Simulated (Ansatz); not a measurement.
## Wurtzite alloy of ZnSe and CdSe (9 of 48 Zn sites exchanged), 96 atoms

Ansatz, PAW, plane waves. PBEsol relaxation of cell lengths and atoms (angles held) at the single k point (¼, ¼, ¼) without its symmetry partners; single points on the relaxed atoms at the single k point (¼, ¼, ¼) without its symmetry partners, onto which points of the small cell's zone fold. Arrangement: random. No spin–orbit coupling unless named.

Relaxed structure:

```cif
data_structure
_symmetry_space_group_name_H-M 'P 1'
_symmetry_Int_Tables_number 1
_cell_length_a 12.1012
_cell_length_b 13.9792
_cell_length_c 13.2499
_cell_angle_alpha 90.000
_cell_angle_beta 90.000
_cell_angle_gamma 90.000
_cell_volume 2241.43
loop_
_atom_site_label
_atom_site_type_symbol
_atom_site_fract_x
_atom_site_fract_y
_atom_site_fract_z
_atom_site_occupancy
Zn1 Zn 0.99893 0.16251 0.99964 1
Zn2 Zn 0.99748 0.16340 0.49980 1
Zn3 Zn 0.33097 0.16352 0.99694 1
Zn4 Zn 0.33274 0.16512 0.50232 1
Zn5 Zn 0.99969 0.67111 0.00299 1
Zn6 Zn 0.99781 0.67122 0.49832 1
Zn7 Zn 0.67010 0.16750 0.50402 1
Zn8 Zn 0.50116 0.41670 0.99802 1
Zn9 Zn 0.50370 0.41188 0.50331 1
Zn10 Zn 0.33161 0.66807 0.00096 1
Zn11 Zn 0.16356 0.91879 0.00233 1
Zn12 Zn 0.16349 0.92164 0.49669 1
Zn13 Zn 0.83283 0.41827 0.00381 1
Zn14 Zn 0.83212 0.41583 0.49711 1
Zn15 Zn 0.66760 0.66537 0.00351 1
Zn16 Zn 0.66866 0.66485 0.49789 1
Zn17 Zn 0.50010 0.91442 0.00365 1
Zn18 Zn 0.50282 0.91893 0.49612 1
Zn19 Zn 0.83554 0.91431 0.00299 1
Zn20 Zn 0.83345 0.91571 0.49710 1
Zn21 Zn 0.16231 0.08439 0.24987 1
Zn22 Zn 0.16471 0.08514 0.74986 1
Zn23 Zn 0.99704 0.33113 0.24932 1
Zn24 Zn 0.99730 0.32892 0.75113 1
Zn25 Zn 0.49716 0.08691 0.74792 1
Zn26 Zn 0.33238 0.33089 0.25037 1
Zn27 Zn 0.33333 0.33186 0.75044 1
Zn28 Zn 0.16081 0.58498 0.24824 1
Zn29 Zn 0.16364 0.58294 0.75348 1
Zn30 Zn 0.99926 0.83485 0.24999 1
Zn31 Zn 0.00180 0.83673 0.75028 1
Zn32 Zn 0.83778 0.08270 0.25292 1
Zn33 Zn 0.83680 0.08293 0.74701 1
Zn34 Zn 0.66991 0.33374 0.25276 1
Zn35 Zn 0.66760 0.33217 0.74696 1
Zn36 Zn 0.49974 0.57571 0.75522 1
Zn37 Zn 0.32875 0.83517 0.24802 1
Zn38 Zn 0.83708 0.58346 0.25213 1
Zn39 Zn 0.67027 0.83311 0.25157 1
Cd1 Cd 0.16540 0.41405 0.00083 1
Cd2 Cd 0.16476 0.41326 0.50198 1
Cd3 Cd 0.66784 0.16820 0.99529 1
Cd4 Cd 0.33415 0.66995 0.49999 1
Cd5 Cd 0.49821 0.08450 0.25079 1
Cd6 Cd 0.49935 0.57975 0.24588 1
Cd7 Cd 0.33066 0.83361 0.75265 1
Cd8 Cd 0.83633 0.58190 0.75001 1
Cd9 Cd 0.66760 0.83433 0.75182 1
Se1 Se 0.99897 0.16654 0.18524 1
Se2 Se 0.00080 0.16656 0.68500 1
Se3 Se 0.32169 0.16912 0.18159 1
Se4 Se 0.33003 0.16781 0.68739 1
Se5 Se 0.16507 0.41657 0.19859 1
Se6 Se 0.16401 0.41533 0.70005 1
Se7 Se 0.99837 0.66977 0.18760 1
Se8 Se 0.00950 0.67367 0.68306 1
Se9 Se 0.67817 0.17013 0.19217 1
Se10 Se 0.66813 0.16559 0.69020 1
Se11 Se 0.50075 0.40326 0.18216 1
Se12 Se 0.49970 0.41216 0.68817 1
Se13 Se 0.32250 0.67014 0.18579 1
Se14 Se 0.33378 0.65543 0.69612 1
Se15 Se 0.16339 0.91930 0.18769 1
Se16 Se 0.15900 0.92353 0.68169 1
Se17 Se 0.83378 0.41818 0.18909 1
Se18 Se 0.83470 0.40705 0.68125 1
Se19 Se 0.67705 0.66956 0.18746 1
Se20 Se 0.65631 0.66058 0.68206 1
Se21 Se 0.50081 0.90734 0.18761 1
Se22 Se 0.49877 0.92603 0.67962 1
Se23 Se 0.83424 0.91828 0.18864 1
Se24 Se 0.84212 0.92004 0.68153 1
Se25 Se 0.16568 0.08683 0.43545 1
Se26 Se 0.16480 0.08275 0.93535 1
Se27 Se 0.98931 0.32578 0.43333 1
Se28 Se 0.98793 0.32649 0.93590 1
Se29 Se 0.50220 0.08623 0.44744 1
Se30 Se 0.49156 0.07644 0.93367 1
Se31 Se 0.34289 0.32780 0.43523 1
Se32 Se 0.34251 0.32751 0.93424 1
Se33 Se 0.15661 0.58755 0.43145 1
Se34 Se 0.16395 0.59155 0.93751 1
Se35 Se 0.99964 0.83565 0.43484 1
Se36 Se 0.00042 0.83433 0.93648 1
Se37 Se 0.83201 0.08130 0.43816 1
Se38 Se 0.84142 0.07507 0.93170 1
Se39 Se 0.66767 0.33161 0.43802 1
Se40 Se 0.66833 0.34465 0.93121 1
Se41 Se 0.50823 0.57560 0.44194 1
Se42 Se 0.49920 0.58429 0.94155 1
Se43 Se 0.33248 0.84564 0.43296 1
Se44 Se 0.33121 0.83502 0.94908 1
Se45 Se 0.83506 0.58297 0.43813 1
Se46 Se 0.83542 0.58451 0.94707 1
Se47 Se 0.66703 0.83166 0.43733 1
Se48 Se 0.66732 0.83211 0.94822 1
```

**Question.** What are the mean bond lengths by pair (pairs within 1.2 times the sum of covalent radii, less contacts 15 % beyond the pair's median; cation–cation pairs of compounds aside; long ionic contacts are cut short by that bound)?

**Answer.** Cd–Se 2.609 ± 0.007 Å (standard deviation, 36 bonds); Se–Zn 2.447 ± 0.011 Å (standard deviation, 156 bonds).

**Question.** What gap lies between the top filled and the lowest empty level in the single points?

**Answer.** HSE06 3.31 eV (3.5 min on NVIDIA GB300). Away from Γ this isn't the crystal's band gap.
